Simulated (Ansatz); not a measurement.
Given:

CuO2:
```cif
data_Cu2O4
_chemical_formula_sum 'Cu2 O4'
_space_group_name_H-M_alt 'P 1'
_space_group_IT_number 1
_cell_length_a 5.01723
_cell_length_b 5.01723
_cell_length_c 4.30181
_cell_angle_alpha 90.000
_cell_angle_beta 90.000
_cell_angle_gamma 148.152
loop_
_space_group_symop_operation_xyz
  'x, y, z'
loop_
_atom_site_label
_atom_site_type_symbol
_atom_site_fract_x
_atom_site_fract_y
_atom_site_fract_z
_atom_site_occupancy
Cu1 Cu 0.84440 0.15560 0.25000 1
Cu2 Cu 0.15560 0.84440 0.75000 1
O1 O 0.47014 0.52986 0.25000 1
O2 O 0.52986 0.47014 0.75000 1
O3 O 0.21698 0.78302 0.25000 1
O4 O 0.78302 0.21698 0.75000 1
```

This is the r²SCAN+D4-relaxed structure.

**Question.** All from plane-wave PAW r²SCAN+D4 (Ansatz code), unless another level is named. Predict the electronic character.

**Answer.** metallic (no gap).

**Question.** Give the density of states at the Fermi level.

**Answer.** 0.61 states/eV per atom (mean over ±0.08 eV).

**Question.** Give the formation energy from the elements (no fitted shifts).

**Answer.** -0.079 eV/atom.

Space group Cmcm. The workflow started from a Materials Project entry (that database holds measured and hypothetical structures alike); the Crystallography Open Database copy checked does not list it. Whether it is the stable phase at ambient conditions was not checked. Symmetry was held in the r²SCAN+D4 relaxation; whether a distortion lowers the energy is not shown. No spin polarisation was allowed. No Hubbard U is applied. Without spin polarisation and U, an open-shell compound can come out a false metal. The references are the lowest solids computed at this level, not always the standard phases (solids in place of the gases).

Potentials: the later of the program's two PAW sets.
